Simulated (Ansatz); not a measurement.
Input and output of a single-point calculation on SnSe (Pnma) from a database of computed structures (the PAW code Ansatz, PBE). The cell was relaxed with r2SCAN and then strained (uniaxial +3.0 % along z, other directions held), with the atoms relaxed again with r2SCAN; k points keep the names of the unstrained zone.

```yaml
crystal:
  lattice:
    - [11.7392579279, 0.0, 0.0]
    - [0.0, 4.1294738267, 0.0]
    - [0.0, 0.0, 4.8287255755]
  atoms:
    - { symbol: Sn, position: [0.6213542071, 0.75, 0.368758143] }
    - { symbol: Sn, position: [0.8786457929, 0.25, 0.868758143] }
    - { symbol: Sn, position: [0.3786457929, 0.25, 0.631241857] }
    - { symbol: Sn, position: [0.1213542071, 0.75, 0.131241857] }
    - { symbol: Se, position: [0.1489922928, 0.25, 0.5071321475] }
    - { symbol: Se, position: [0.6489922928, 0.25, 0.9928678525] }
    - { symbol: Se, position: [0.3510077072, 0.75, 0.0071321475] }
    - { symbol: Se, position: [0.8510077072, 0.75, 0.4928678525] }
kpoints:
  mp_grid: { grid: [2, 6, 6] }
  band_path:
    path:
      - [0.0, 0.0, 0.0]
      - [0.5, 0.0, 0.0]
      - [0.5, 0.5, 0.0]
      - [0.0, 0.5, 0.0]
      - [0.0, 0.0, 0.5]
      - [0.5, 0.0, 0.5]
      - [0.5, 0.5, 0.5]
      - [0.0, 0.5, 0.5]
      - [0.0, 0.3333333333, 0.0]
      - [0.0, 0.0, 0.309896]
      - [0.0, 0.348958, 0.0]
    npoints: 1
hamiltonian:
  xc: pbe
scf:
  occupations: { method: fermi_dirac, width: 0.02 }
  n_extra_bands: 6
output:
  forces: true
  stress: true
  eigenvalues: true
```

In the abridged output below, numbers in square brackets stand for lines, or ends of lines, that were taken out.
```
scf.n_extra_bands = 6 over 60 filled bands (N_el = 120.0): the run solves 66 bands
Functional definition: PBE
Crystal: 8 atoms, lattice volume = 234.082 Å³
[1]
Symmetry: 8 space group operations
Space group: Pnma (ITA 62)
k-points: 32 of 72
SCF 1 converged in 7 iterations: F = -45976.593429 eV  dr2 = 1.54e-8
Free energy (F): -45976.593429 eV
[2]
--- Forces (eV/Å), atoms counted from 1 ---
[3]
--- Stress (GPa, compression-positive) ---
[4]
--- Band table (eV; the first three rows and the last of 32) ---
[5]
```

The rows of the band table are 0: (0, 0, 0) = Γ, 1: (0, 0, 1/6), 2: (0, 0, 1/3), 31: (-1/2, -1/2, -1/2) = R.

Question: What stood in the gaps? They hold the stress, the Fermi energy and the band table, the forces, cutoff and plane waves at Γ.

Answer:
```
[1]
Basis set: ecut = 420 eV, 4539 PW (Γ)
[2]
Fermi energy:    8.048981 eV
[3]
  atom   1  Sn    -0.16814      0.00000      0.15449
  atom   2  Sn      0.16814      0.00000      0.15449
  atom   3  Sn      0.16814      0.00000    -0.15449
  atom   4  Sn    -0.16814      0.00000    -0.15449
  atom   5  Se    -0.11320      0.00000      0.16147
  atom   6  Se    -0.11320      0.00000    -0.16147
  atom   7  Se      0.11320      0.00000      0.16147
  atom   8  Se      0.11320      0.00000    -0.16147
[4]
        0.798080       0.000000       0.000000
        0.000000       0.695115       0.000000
        0.000000       0.000000       0.287248
  P = ⅓ Tr σ = 0.5935 GPa (5.935 kbar)
[5]
  k-point 0: bands = […, 5.8780, 5.9874, 6.3388, 6.9393, 6.9774, 7.5058, 8.8499, 10.2043, 10.3290, 10.3907, …]
  k-point 1: bands = […, 5.9120, 6.3031, 6.3275, 6.6397, 7.2560, 7.4585, 8.9660, 9.5372, 10.3419, 10.3503, …]
  k-point 2: bands = […, 5.9463, 6.2242, 6.4096, 7.1330, 7.2743, 7.6098, 8.8214, 9.4144, 9.4807, 9.8974, …]
  k-point 31: bands = […, 4.3781, 4.3781, 6.4705, 6.4705, 6.4705, 6.4705, 10.2701, 10.2701, 10.2701, 10.2701, …]
```
The trailing digits, and the zero of the energies, depend on the potentials and thresholds.

The PBE gap is indirect, 0.85 eV (Γ–Z (0.62 of the way from Γ) to Γ–Y (0.70 of the way from Γ)), below the direct gap of 1.21 eV at Γ–Z (0.67 of the way from Γ). Edges are sought over the mesh and the listed points. The mean pressure at these positions is +0.59 GPa, compression counted positive. The largest force is 0.23 eV/Å.

Run as `ansatz run input.yaml --threads 2 --pin off --max-ram 20275MiB --backend cpu --events-out ev --progress --plain --runs-dir out`. Wall time 12 s on 2 threads of AMD EPYC 7R13 Processor (Zen 3) (shared host), load about 1.1 per core; peak host memory 0.97 GiB.

The values are computed, spin-unpolarised, and not measurements.

Spin-orbit coupling is left out, which matters wherever the heavy atoms make up the band edges.
